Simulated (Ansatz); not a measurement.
The calculation used DFT PBE, scalar-relativistic, plane waves, PAW in Ansatz. All cells share a 420 eV cutoff and Γ-centred k meshes spaced at most about 0.3 Å⁻¹ (about 0.25 or finer for metals, 2π included). Collinear spin in cells that started with moments and kept them past the coarse steps, no spin elsewhere.

These are static total energies at zero pressure. All come from trial cells, and lower structures may exist.

Question: Order these relaxed structures of VH6 by energy, lowest first, with the energy over the lowest of them.
1.

Space group Pm-3m (No. 221). a = 3.652 Å, b = 3.652 Å, c = 3.652 Å, α = 90.00°, β = 90.00°, γ = 90.00°
| atom | site | symmetry | x | y | z |
| --- | --- | --- | --- | --- | --- |
| V | 1a | m-3m | 0.0000 | 0.0000 | 0.0000 |
| H | 6f | 4m.m | 0.5000 | 0.5000 | 0.1124 |

2.

Space group Im-3m (No. 229). a = 5.005 Å, b = 5.005 Å, c = 5.005 Å, α = 90.00°, β = 90.00°, γ = 90.00°
```json
{"atom": "V", "site": "2a", "symmetry": "m-3m", "x": "0.0000", "y": "0.0000", "z": "0.0000"}
{"atom": "H", "site": "12e", "symmetry": "4m.m", "x": "0.0000", "y": "0.0000", "z": "0.5815"}
```

Answer: 2 (0 meV/atom), 1 (124 meV/atom). Forms: 2 Im-3m, moments up to 2.6 μB; 1 Pm-3m, moments up to 3.1 μB. Counting H atoms around V (those within 1.25 times the shortest such distance or 1.15 times the sum of covalent radii): cell 2 has V 6; cell 1 has V 24. Cell 2 and cell 1 both hold H–H pairs. Even the lowest lies +0.63 eV/atom against the elements.

With hydrogen, zero-point motion can shift such differences by 10 meV/atom or more. Another magnetic order may lie lower. Cells relaxed within their symmetry can be saddle points. Some candidate types were left out of the draw beforehand, so a known form may be missing.
